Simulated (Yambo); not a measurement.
```
CsBr
1.0
    4.23923     0.00000     0.00000
    0.00000     4.23923     0.00000
    0.00000     0.00000     4.23923
Br Cs
1 1
Cartesian
  2.11961   2.11961   2.11961
  0.00000   0.00000   0.00000
```

Response from Yambo on norm-conserving PBEsol (Quantum ESPRESSO, 50 Ry, with spin-orbit coupling) bands: 4×4×4 mesh, 110 bands, 4 Ry local-field block, 0.2 eV broadening.

Task: Give the static electronic dielectric constant without and with local fields.

Result: 
```csv
field along,"ε(0), independent particles","ε(0), RPA with local fields",refractive index √ε
x,3.57,3.01,1.74
```
Electronic (clamped-ion) response only. PBEsol gaps are usually too small, which raises these values. Convergence of the RPA response with its 4×4×4 mesh was not tested.

Geometry relaxed with PBEsol.
